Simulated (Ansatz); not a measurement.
## Zr2Rh, first-principles data

Zr$_{2}$Rh:
Space group I4/mcm (No. 140); a = b = 6.489 Å, c = 5.663 Å, α = β = γ = 90.00°

```csv
atom,site,symmetry,x,y,z
Rh,4a,422,0.0000,0.0000,0.2500
Zr,8h,m.2m,0.3326,0.1674,0.0000
```
(The calculation used a cell of 6 atoms; values per cell refer to that cell.)

Space group I4/mcm (No. 140); conventional cell a = b = 6.4895 Å, c = 5.6628 Å, α = β = γ = 90.00°.

Method: DFT-r²SCAN in the program Ansatz with PAW potentials. Geometry: relaxed at this level of theory. Other levels are named where they apply.

**Cell and energy**

```
Item                                                           Value
-----------------------------------------------------  -------------
Volume per atom                                             19.87 Å³
Density                                                   7.95 g/cm³
Formation energy from the elements (no fitted shifts)  -0.59 eV/atom
```

**Electronic structure**

```
Quantity                                                                   Result
------------------------------------  -------------------------------------------
Electronic character                                            metallic (no gap)
Density of states at the Fermi level  1.4 states/eV per atom (mean over ±0.08 eV)
```

**Mechanics**

```
Quantity                              Value
----------------------------------  -------
Bulk modulus (Birch–Murnaghan fit)  120 GPa
Pressure derivative B′                  4.4
```

The workflow started from an entry of the Crystallography Open Database (COD). Whether it is the stable phase at ambient conditions was not checked. Symmetry was held in the r²SCAN relaxation; whether a distortion lowers the energy is not shown. The run is not spin-polarised. Axis ratios of metals converge slowly with the k-mesh, so a and c are less sure than the volume. The references are the lowest solids computed at this level, not always the standard phases. Spin–orbit coupling is left out wherever it is not named.

Potentials: the later of the program's two PAW sets.
